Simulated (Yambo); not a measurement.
```xyz
4
Lattice="2.6505 0.0000 0.0000 -1.3253 2.2954 0.0000 0.0000 0.0000 4.3037" Properties=species:S:1:pos:R:3 pbc="T T T"
Be     0.0000     1.5303     4.3031
Be     1.3253     0.7651     2.1512
O      0.0000     1.5303     1.6252
O      1.3253     0.7651     3.7771
```

Response from Yambo on norm-conserving PBEsol (Quantum ESPRESSO, 88 Ry, no spin-orbit coupling) bands: 21×21×12 mesh, 25 bands, 4 Ry local-field block, 0.2 eV broadening.

Question: Give the static electronic dielectric constant without and with local fields along each axis.

Answer: 
| field along | ε(0), independent particles | ε(0), RPA with local fields | refractive index √ε |
|---|---|---|---|
| x | 3.11 | 2.99 | 1.73 |
| z | 3.17 | 3.05 | 1.75 |
Electronic (clamped-ion) response only. PBEsol gaps are usually too small, which raises these values. Convergence of the RPA response with its 21×21×12 mesh was not tested. x, y and z are Cartesian axes of the cell as given.

Geometry strained from the cell relaxed with PBEsol, atoms relaxed again.
